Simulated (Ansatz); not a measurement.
A relaxed cell of RbGe6 is given with its symmetry left out. The cell was found from a structure generator's guess, not taken from experiment.

Computed with DFT PBE, scalar-relativistic, plane waves, PAW (Ansatz 0.2.0). Cutoff 420 eV, Γ-centred mesh, Gaussian smearing, no spin polarisation.

```yaml
crystal:
  lattice:
    - [-3.59888, 3.59888, 3.59888]
    - [3.59888, -3.59888, 3.59888]
    - [3.59888, 3.59888, -3.59888]
  atoms:
    - { symbol: Rb, position: [0.00000, 0.00000, 0.00000] }
    - { symbol: Ge, position: [0.50000, 0.75000, 0.25000] }
    - { symbol: Ge, position: [0.75000, 0.25000, 0.50000] }
    - { symbol: Ge, position: [0.75000, 0.50000, 0.25000] }
    - { symbol: Ge, position: [0.50000, 0.25000, 0.75000] }
    - { symbol: Ge, position: [0.25000, 0.75000, 0.50000] }
    - { symbol: Ge, position: [0.25000, 0.50000, 0.75000] }
```

Formation energies are uncorrected and refer to the elements' standard structures at the same level.

Question: What space group does it have?

Answer: Im-3m (No. 229). Conventional cell: a = 7.198 Å. Around Rb lie 24 Ge at 4.02 Å; around Ge lie 4 Ge at 2.54 Å, 2 Ge at 3.60 Å and 4 Rb at 4.02 Å.

Question: How far does it lie from the elements in energy?

Answer: −0.02 eV/atom. The formation energy is too near zero to say whether this cell lies below the elements.

Question: Is it a metal?

Answer: Yes, bands cross the Fermi level on the 8×8×8 mesh.

Question: From what recipe could a structure generator have reached it?

Answer: One such recipe: 4-connected net of one element, guests in its cages (Im-3m, No. 229). Other recipes can lead to the same cell.

The last run used an 8×8×8 mesh for its 7-atom cell and Gaussian smearing of 0.10 eV. The k mesh leaves some 4 meV/atom of noise in the energy of each metallic cell. A later test with randomly moved atoms came back to the same energy, though modes that don't fit the test's cell weren't probed.
